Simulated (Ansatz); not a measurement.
EuS:
```xyz
2
Lattice="0.0000 2.9251 2.9251 2.9251 0.0000 2.9251 2.9251 2.9251 0.0000" Properties=species:S:1:pos:R:3 pbc="T T T"
Eu     0.0000     0.0000     0.0000
S      2.9251     2.9251     2.9251
```
The run is spin-polarised; directions of the spins, atom by atom: ↑ 0.

Relaxed with PBE.

Problem. Give the Bader charges and basin volumes of the independent atoms, PBE (plane waves, PAW; program Ansatz).

Solution. 

```tsv
atom	Bader charge (e)	Bader volume (Å³)
Eu1	+1.43	20.0
S2	-1.43	30.0
```

Space group Fm-3m (rock salt). Symmetry was held in the PBE relaxation. The final state is ferromagnetic, chosen from 3 collinear starts compared on coarse meshes (ties went to the first, and starts can fall back to one state), not a proven ground state. Caveat: open 4f shells can settle in a state that is not the lowest. No Hubbard U is applied. Scalar-relativistic: spin–orbit coupling is off unless named, which matters more the heavier the elements.

Potentials: the later of the program's two PAW sets.
